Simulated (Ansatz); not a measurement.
# Ti2Cd, first-principles data

Ti₂Cd:
```cif
data_CdTi2
_chemical_formula_sum 'Ti2 Cd1'
_space_group_name_H-M_alt 'P 1'
_space_group_IT_number 1
_cell_length_a 7.04652
_cell_length_b 7.04652
_cell_length_c 7.04652
_cell_angle_alpha 156.744
_cell_angle_beta 156.744
_cell_angle_gamma 33.123
loop_
_space_group_symop_operation_xyz
  'x, y, z'
loop_
_atom_site_label
_atom_site_type_symbol
_atom_site_fract_x
_atom_site_fract_y
_atom_site_fract_z
_atom_site_occupancy
Ti1 Ti 0.67723 0.67723 0.00000 1
Ti2 Ti 0.32277 0.32277 0.00000 1
Cd1 Cd 0.00000 0.00000 0.00000 1
```

Space group I4/mmm (No. 139), MoSi2 or CaC2 type; conventional cell a = 2.841 Å, b = 2.841 Å, c = 13.508 Å, α = 90.00°, β = 90.00°, γ = 90.00°.

Method: r²SCAN (plane waves, PAW; program Ansatz). Structure relaxed to zero pressure with the same functional. Other levels are named where they apply.

**Cell and energy**

```json
{
 "volume_per_atom": "18.17 Å³",
 "density": "6.34 g/cm³",
 "Formation energy from the elements (no fitted shifts)": "-0.085 eV/atom"
}
```

**Electronic structure**

```json
{
  "electronic_character": "metallic (no gap)",
  "Density of states at the Fermi level": "0.56 states/eV per atom (mean over ±0.08 eV)"
}
```

The first step of the workflow began from a Materials Project structure, measured or hypothetical; the Crystallography Open Database files this formula in space group No. 139, but the cells were not matched. Its standing as an ambient phase is unchecked. The r²SCAN relaxation kept the symmetry of its start; its stability against distortions is not shown here. The run is not spin-polarised. Axis ratios of metals converge slowly with the k-mesh, so a and c are less sure than the volume. The references are the lowest solids computed at this level, not always the standard phases. Scalar-relativistic: spin–orbit coupling is off unless named, which matters more the heavier the elements.

Potentials: the later of the program's two PAW sets.
